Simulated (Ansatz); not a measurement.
CdSiP₂ (chalcopyrite, space group No. 122) at seven volumes, DFT-PBE in the program Ansatz with PAW potentials, shape and atoms relaxed at each. One row is withheld.

```tsv
V (Å³/atom)	P (GPa)
19.718	8.69
20.368	5.30
21.019	2.43
21.669	0.00
22.319	?
22.969	-3.81
23.619	-5.27
```

Task: Fit the shown pressures and predict the withheld one.

Result: Third-order Birch–Murnaghan: P = (3/2)B₀(x^(7/2) − x^(5/2))[1 + (3/4)(B′ − 4)(x − 1)] with x = (V₀/V)^(2/3). Least squares on the six rows gives V₀ = 21.669 Å³/atom, B₀ = 74.38 GPa, B′ = 4.52. At V = 22.319, x = 0.9805 and P = -2.06 GPa. The run itself gave -2.06 GPa.

Space group I-42d (chalcopyrite). The cell was relaxed with PBE under the symmetry of its start.

Potentials: the later of the program's two PAW sets.
